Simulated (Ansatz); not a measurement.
LaGa2 in space group P6/mmm (No. 191; La on 1a, Ga on 2d) at seven volumes, plane-wave PAW PBEsol (Ansatz code), shape and atoms relaxed at each. One row is withheld.

```
V (Å³/atom)  P (GPa)
-----------  -------
21.011          8.17
21.704          5.05
22.396          2.34
23.089          0.00
23.782             ?
24.474         -3.75
25.167         -5.21
```

**Question.** Fit the shown pressures and predict the withheld one.

**Answer.** P = (3/2)B₀(x^(7/2) − x^(5/2))[1 + (3/4)(B′ − 4)(x − 1)] with x = (V₀/V)^(2/3). Least squares on the six rows gives V₀ = 23.091 Å³/atom, B₀ = 71.9 GPa, B′ = 3.94. At V = 23.782, x = 0.9805 and P = -2.00 GPa. The run itself gave -2.02 GPa.

The workflow started from an entry of the Crystallography Open Database (COD, 293 K). Whether it is the stable phase at ambient conditions was not checked. Symmetry was held in the PBEsol relaxation; of distortions, only those at the zone centre were tested. Scalar-relativistic: spin–orbit coupling is off unless named, which matters more the heavier the elements.

Potentials: the later of the program's two PAW sets.
